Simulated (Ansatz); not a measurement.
## SiO2: the gap against volume

SiO2, I-42d, a = 4.925 Å, c = 7.287 Å. This isn't the usual stable structure of the compound. Ansatz: LDA, PAW, 420 eV, Γ-centred 8×8×8 mesh on 6 atoms, Gaussian smearing 0.02 eV; no spin polarisation. Shape and atoms are relaxed at each volume; x = ln(V/V0) with V0 = 14.730 Å³/atom. The gap is read at the mesh points alone.

| x | gap y (eV) |
| --- | --- |
| -0.1278 | ? |
| -0.0943 | 6.107 |
| -0.0619 | 5.987 |
| -0.0305 | 5.874 |
| 0.0000 | 5.765 |
| 0.0296 | 5.663 |
| 0.0583 | 5.566 |
| 0.0953 | 5.445 |

Fit a straight line to the other rows, give the volume deformation potential of the gap and its pressure coefficient, and predict the missing gap. B0 = 19.6 GPa.

Means x = -0.0005000, y = 5.7724; Σ(Δx)² = 0.02701, ΣΔxΔy = -0.09441; the slope is their ratio. y = 5.7707 − 3.4953 x. The slope is the deformation potential a = dE_g/d ln V = -3.50 eV, and dE_g/dP = −a/B0 = 178 meV/GPa. At x = -0.1278 the fit asked for gives 6.217 eV. The run gave 6.227 eV, so the fit is 0.010 eV too low, 1.3 % of the span of the series, against an rms of 0.005 eV on the fitted rows. The row lies outside the fitted range. With a term in x² added, a fit to the same known rows predicts 6.235 eV, a smaller miss on the other side.

Semilocal functionals give gaps under the measured ones; changes of the gap mostly carry over better.